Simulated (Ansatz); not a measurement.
A distorted cell of Mo (bcc, W type):

```
Mo
1.0
   -3.16077     3.16077     3.16077
    1.58038    -1.58038     1.58038
    1.58038     1.58038    -1.58038
Mo
2
Direct
  0.97912   0.97912   0.97912
  0.52088   0.02088   0.02088
```

Method: PBE (plane waves to 420 eV, PAW, scalar-relativistic; Ansatz, an electronic-structure program). k mesh 21×21×21 (Γ-centred), Fermi-Dirac smearing 0.05 eV. Compression counts positive. With partly filled bands, energies and forces of such displacements shift with the k mesh and the smearing. Mo is run without spin polarisation. Mo was relaxed with its symmetry unable to fall. The PAW data are Ansatz's earlier set.

Problem. What forces act on the atoms (eV/Å, Cartesian)?

Solution. 
```tsv
atom	Fx	Fy	Fz
Mo1	0.000	1.501	1.501
Mo2	0.000	-1.501	-1.501
```

Problem. What is the stress tensor (GPa)?

Solution. 
```
    2.3      0.0      0.0
    0.0      5.2      0.1
    0.0      0.1      5.2
```
The pressure, a third of the trace, is 4.2 GPa.

(A displaced cell: forces are minus the slopes of the energy, force constants its curvatures, and phonons follow from these.)
